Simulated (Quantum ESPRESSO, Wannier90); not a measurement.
## Tight-binding from DFT: RbAu (CsCl type)

```
CELL_PARAMETERS angstrom
      4.10459     0.00000     0.00000
      0.00000     4.10459     0.00000
      0.00000     0.00000     4.10459
ATOMIC_POSITIONS crystal
  Rb 0.50000 0.50000 0.50000
  Au 0.00000 0.00000 0.00000
```

Materials Project entry mp-30373; symmetrised, unrelaxed at this level. COD (Crystallography Open Database) has an entry of this formula and space group (matched by these alone). Computed values, not measurements, from PBEsol: Quantum ESPRESSO (norm-conserving PseudoDojo potentials, cutoff 61 Ry, spinors with spin-orbit coupling) on a Γ-centred 6×6×6 mesh, then Wannier90. Density: 10×10×10 mesh, cold smearing 0.01 Ry. The gap is small at this level and was sampled on the meshes and a path alone.

The plane-wave run has 74 bands and 28 electrons a cell. On the energy scale of pw.x, whose zero is arbitrary, the valence-band maximum lies at 7.13 eV.

Isolated groups of bands, relative to the valence-band maximum (bands from 29 on overlap up to the last one computed):

| bands | from (eV) | to (eV) | filling | weight on atomic waves |
|---|---|---|---|---|
| 1–2 | -103.97 | -103.97 | filled | Au 5s 99 % |
| 3–4 | -67.67 | -67.67 | filled | Au 5p 100 % |
| 5–8 | -51.08 | -51.08 | filled | Au 5p 100 % |
| 9–10 | -26.88 | -26.82 | filled | Rb 4s 98 % |
| 11–12 | -11.74 | -11.48 | filled | Rb 4p 98 % |
| 13–16 | -10.94 | -10.56 | filled | Rb 4p 98 % |
| 17–28 | -3.95 | 0.00 | filled | Au 5d 83 %, Au 6s 13 % |

Input w.win, without the blocks of cell, atoms and k-points (216 lines):

```
num_bands = 58
num_wann = 36
exclude_bands = 1-16
spinors = true
num_iter = 1000
conv_tol = 1.0e-6
conv_window = 4
dis_num_iter = 1000
dis_conv_tol = 1.0e-6
dis_froz_max = 20.56
write_hr = true
write_u_matrices = true
begin projections
f=0.50822,0.50828,0.50351: s;p;d
f=0.01116,0.00488,0.00005: s;p;d
end projections
mp_grid = 6 6 6
```

wannier90.x stops with:
```
dis_windows: More states in the frozen window than target WFs
```
At some k-point more bands lie below dis_froz_max than there are Wannier functions, and every frozen state has to fit into the subspace. Mended as below, all else unchanged, the run goes through (Ω_I = 52.3 Å²) and follows the plane-wave bands to 2.4 meV rms (states up to 1.1 eV relative to the valence-band maximum).
```
dis_froz_max = 8.77
```
